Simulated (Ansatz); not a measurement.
In2O3 (corundum, R-3c), the program Ansatz at the r²SCAN level (PAW). The conduction-band minimum lies at Γ, with 1 equivalent valley. Second derivatives d²E/dk² of the lowest band at one valley (eV·Å²), along Cartesian directions:

```tsv
direction	d²E/dk²
[100]	40.91
[010]	40.91
[001]	40.42
[110]	40.91
[101]	40.67
[011]	40.67
```

Question: Find the principal effective masses, the density-of-states mass and the conductivity mass.

Answer: Off-diagonal terms follow from H_xy = H[110] − (H_xx + H_yy)/2, and m*/mₑ = 7.620 eV·Å² over each eigenvalue: 0.19, 0.19, 0.19. One valley's DOS mass (m₁m₂m₃)^(1/3) = 0.19, conductivity mass 3/(Σ 1/mᵢ) = 0.19 mₑ.

Question: What effective density of states Nc follows at 300 K for parabolic valleys?

Answer: Nc = 2.509e19 × 1 × (0.19)^(3/2) ≈ 2.1e18 cm⁻³.

Question: With the computed static dielectric constant 12.1 (mean of the diagonal), estimate a hydrogenic donor's binding energy and radius.

Answer: E = 13.606 eV × 0.19/12.1² ≈ 18 meV; a = 0.529 Å × ε/m* ≈ 34 Å. Semilocal masses tend to be too small when the gap is underestimated.

The workflow started from a Materials Project entry (that database holds measured and hypothetical structures alike); the Crystallography Open Database files this formula in space group No. 167, but the cells were not matched. It is not the phase usual at ambient conditions (space group No. 206). The r²SCAN relaxation kept the symmetry of its start; whether a distortion lowers the energy is not shown. Scalar-relativistic: spin–orbit coupling is off unless named, which matters more the heavier the elements.

Potentials: the earlier of the program's two PAW sets.
